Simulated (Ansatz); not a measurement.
# Relaxing a structure of Sr

The start is a randomly generated symmetric cell of Sr (space group No. 139). The cell and all atomic positions are relaxed at zero pressure with r2SCAN (plane waves to 500 eV, PAW, scalar-relativistic; Ansatz, a quantum-chemistry and plane-wave program). The first steps use a coarse 10×10×10 k-mesh.

Input geometry:
```
CELL_PARAMETERS angstrom
     -2.35425     2.35425     2.76078
      2.35425    -2.35425     2.76078
      2.35425     2.35425    -2.76078
ATOMIC_POSITIONS crystal
  Sr 0.50000 0.50000 0.00000
```

Task: How much energy is released per atom?

Result: 0.02 eV/atom.

Task: How does the volume per atom move from start to end?

Result: -7.1 %, from 61.21 to 56.83 Å³/atom.

Task: What band gap does the relaxed structure have at this level?

Result: No gap (metallic).

Task: Write out the relaxed structure.

Result: 
Space group Fm-3m (No. 225); a = 6.103 Å, b = 6.103 Å, c = 6.103 Å, α = 90.00°, β = 90.00°, γ = 90.00°

```tsv
atom	site	symmetry	x	y	z
Sr	4b	m-3m	0.5000	0.5000	0.5000
```
(The calculation used a cell of 1 atom; values per cell refer to that cell.)

Final values are on a 13×13×13 k-mesh of the relaxed cell. No spin polarisation in the result.

The run could not lose the symmetry of its start.
